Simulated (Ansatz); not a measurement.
**Y3Tl5: field gradients at two levels of theory**

Cell: a Materials Project structure (computed, not necessarily an observed phase).

```cif
data_Y3Tl5
_symmetry_space_group_name_H-M 'Cmcm'
_symmetry_Int_Tables_number 63
_cell_length_a 9.9936
_cell_length_b 8.1332
_cell_length_c 10.5066
_cell_angle_alpha 90.000
_cell_angle_beta 90.000
_cell_angle_gamma 90.000
loop_
_atom_site_label
_atom_site_type_symbol
_atom_site_symmetry_multiplicity
_atom_site_Wyckoff_symbol
_atom_site_fract_x
_atom_site_fract_y
_atom_site_fract_z
Y1 Y 8 e 0.2043 0.0000 0.0000
Y5 Y 4 c 0.5000 0.1173 0.2500
Tl7 Tl 8 g 0.7203 0.7935 0.2500
Tl11 Tl 4 c 0.5000 0.5062 0.2500
Tl13 Tl 8 f 0.5000 0.8050 0.0387
```

One atom of each set is listed; the run and its k-mesh use a cell of 16 atoms with edges of 6.44, 6.44, 10.51 Å.

First run. All values are calculated (Ansatz; DFT, PBE, plane waves and PAW, scalar-relativistic, 420 eV cutoff, Γ-centred 5×5×3 k-points, Fermi–Dirac smearing 0.05 eV), not measured.

| site | V_zz (10²¹ V/m²) | η |
| --- | --- | --- |
| Y1 | -1.93 | 0.83 |
| Y5 | 0.90 | 0.99 |
| Tl7 | 21.5 | 0.01 |
| Tl11 | -21.3 | 0.16 |
| Tl13 | 14.13 | 0.11 |

Second run. The same atoms and settings, except that the functional is r2SCAN and the cutoff is 500 eV.

Question: Given the first result, estimate the second.

Answer: 

| site | V_zz | η | change of V_zz |
| --- | --- | --- | --- |
| Y1 | -2.03 | 0.78 | -0.10 |
| Y5 | -1.10 | 0.78 | – |
| Tl7 | 24.4 | 0.08 | +2.81 |
| Tl11 | -24.2 | 0.15 | -2.88 |
| Tl13 | 15.82 | 0.13 | +1.69 |

The largest change of V_zz along a kept axis is on Tl11, from -21.3 to -24.2. In per cent, |V_zz| changes by +12 to +14 on Tl (all sites that start above 2). On Y5 the largest principal value lies along another axis in the second run, so the two V_zz can't be compared directly.

With no gap above 0.1 eV, as in a metal, the gradients converge slowly in k; expect changes of a tenth or more on a denser mesh. Spin–orbit coupling is left out, which shifts gradients on Tl by a few per cent in wide-gap crystals, and can shift them far more where the calculated gap is small or absent, as here.
